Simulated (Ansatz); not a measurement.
## Relaxing a structure of SiW

The relaxed structure here is a generated cell of SiW: the first start was made by placing the elements on the sites of a structure type, and the end was not matched to a known phase here, so it may be hypothetical.

The start is a generated cell, SiW built in the NbAs structure type. A full variable-cell relaxation at zero pressure is run with r2SCAN (plane waves to 500 eV, PAW, scalar-relativistic; Ansatz, an electronic-structure program). First-step values are on the input's coarse k-mesh.

Ansatz input (later rounds restart from its end on a renewed k-mesh):
Ansatz 0.2 input:
```yaml
crystal:
  lattice:
    - [-1.675491, 1.675491, 5.672387]
    - [1.675491, -1.675491, 5.672387]
    - [1.675491, 1.675491, -5.672387]
  atoms:
    - { symbol: W, position: [0.5, 0.5, 0] }
    - { symbol: W, position: [0.25, 0.75, 0.5] }
    - { symbol: Si, position: [0.916, 0.916, 0] }
    - { symbol: Si, position: [0.666, 0.166, 0.5] }
basis: { ecutwfc: 500, ecutrho_ratio: 4, xc_grid: 4, fft_grid_basis: typed }
kpoints: { mp_grid: { grid: [10, 10, 10] } }
hamiltonian:
  xc: r2scan
  dispersion: none
  pseudopotentials: { kind: paw }
scf: { occupations: { method: fermi_dirac, width: 0.05 } }
relax: { f_tol: 0.01, max_steps: 100, cell: { stress_tol: 0.02 } }
output: { forces: true, stress: true }
```

Question: What pressure does the first self-consistent step give?

Answer: -11 GPa (negative: the cell is under tension).

Question: What is the largest force in the starting geometry, and on which atom (counted from 1)?

Answer: About 0.4 eV/Å, on W1, W2, Si3, Si4 (atoms numbered as listed).

Question: By how much does the energy per atom fall from start to end?

Answer: 0.06 eV/atom.

Question: How does the volume change?

Answer: -6.0 %, from 15.92 to 14.96 Å³/atom.

Question: How do the shortest distances between atoms change?

Answer: The closest pairs of elements (up to four, under 3.6 Å), start → end: Si–W 2.52 → 2.50 Å; W–W 3.29 → 3.15 Å; Si–Si 3.29 → 3.15 Å.

Question: What band gap does the relaxed structure have at this level?

Answer: No gap (metallic).

Question: Write out the relaxed structure.

Answer: 
```cif
data_Si4W4
_chemical_formula_sum 'W4 Si4'
_space_group_name_H-M_alt 'I41md'
_space_group_IT_number 109
_space_group_name_Hall 'I 4bw -2'
_cell_length_a 3.34741
_cell_length_b 3.34741
_cell_length_c 10.68288
_cell_angle_alpha 90.000
_cell_angle_beta 90.000
_cell_angle_gamma 90.000
loop_
_atom_site_label
_atom_site_type_symbol
_atom_site_symmetry_multiplicity
_atom_site_Wyckoff_symbol
_atom_site_fract_x
_atom_site_fract_y
_atom_site_fract_z
_atom_site_occupancy
W1 W 4 a 0.00000 0.00000 0.74569 1
Si1 Si 4 a 0.00000 0.00000 0.17031 1
```
(The calculation used a cell of 4 atoms; values per cell refer to that cell.)

The space group stays I4₁md (No. 109) (the run could not lower it), with 4 atoms in the primitive cell. Final values are on a 19×19×19 k-mesh of the relaxed cell. No spin polarisation in the result.

The run could not lose the symmetry of its start, so the end can be a saddle point.
